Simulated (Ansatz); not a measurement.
A distorted cell of LaBi (rock salt):

```
CELL_PARAMETERS angstrom
      0.00000     3.34648     3.21262
      3.34648     0.00000     3.21262
      3.34648     3.34648     0.00000
ATOMIC_POSITIONS crystal
  La 0.50000 0.50000 0.50000
  Bi 0.00000 0.00000 0.00000
```

Computed with r2SCAN (plane waves to 500 eV, PAW, scalar-relativistic; Ansatz, a first-principles code). k mesh 12×12×12 (Γ-centred), Fermi-Dirac smearing 0.05 eV. Energies are smeared free energies. Stress and pressure are positive under compression. With partly filled bands, the response to shear is sensitive to the k mesh, so small differences along c/a are uncertain. LaBi is run without spin polarisation. LaBi was relaxed with its symmetry unable to fall. Spin-orbit coupling is left out, though Bi is heavy.

### Question
What is the stress tensor (GPa)?

### Answer
```
   -0.1      0.0      0.0
    0.0     -0.1      0.0
    0.0      0.0      5.2
```
The pressure, a third of the trace, is 1.7 GPa.

### Question
It is the relaxed cell deformed to V/V₀ = 0.973, (c/a)/(c/a)₀ = 0.960, c along z, fractional positions held. What is its energy relative to the relaxed cell?

### Answer
20 meV/atom.

(A scan under strain: stresses follow from slopes of the energy per volume, elastic moduli from its curvatures.)
